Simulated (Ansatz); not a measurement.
## What DFT gives for SiNi3

```yaml
crystal:
  lattice:
    - [3.60481, 3.60481, 0.00000]
    - [3.60481, -3.60481, 0.00000]
    - [0.00000, 0.00000, 3.60481]
  atoms:
    - { symbol: Ni, position: [0.25000, 0.75000, 0.50000] }
    - { symbol: Ni, position: [0.75000, 0.25000, 0.50000] }
    - { symbol: Ni, position: [0.25000, 0.25000, 0.50000] }
    - { symbol: Ni, position: [0.75000, 0.75000, 0.50000] }
    - { symbol: Ni, position: [0.00000, 0.50000, 0.00000] }
    - { symbol: Ni, position: [0.50000, 0.00000, 0.00000] }
    - { symbol: Si, position: [0.00000, 0.00000, 0.00000] }
    - { symbol: Si, position: [0.50000, 0.50000, 0.00000] }
```

Method: PBE, with U_eff = 1.17 eV on Ni d (atomic projectors), collinear spin; PAW, plane waves to 420 eV, 5×5×6 Γ-centred mesh, fermi-dirac occupations (width 0.1 eV) (Ansatz 0.2.0), atoms fixed.

The state carries no moments; the state need not be the lowest.

(1) What does the stress say?

(2) Is there a gap?

(3) How is the charge shared?

(4) What do density and ELF say about some of the short contacts?

Origin: a database entry at a rescaled volume. Caveats: atoms or cell far from equilibrium.

Results:

(1) The pressure is -15.2 GPa (compression positive), so with the atoms held at these fractions the cell would first shrink.

(2) It is a metal on this mesh, though the bands barely overlap, with about 3.4 states/eV a cell as the mean within 0.25 eV of the Fermi level, mostly Ni d (94 %).

(3) Bader charges in e: Si +0.34, Ni -0.11. In the mean Si gives up most and Ni takes most.

(4) Ni–Ni at 2.55 Å: least valence density 0.29 e/Å³ and ELF 0.25 there. These are pseudo-fields; inside the PAW spheres they differ from the all-electron ones.
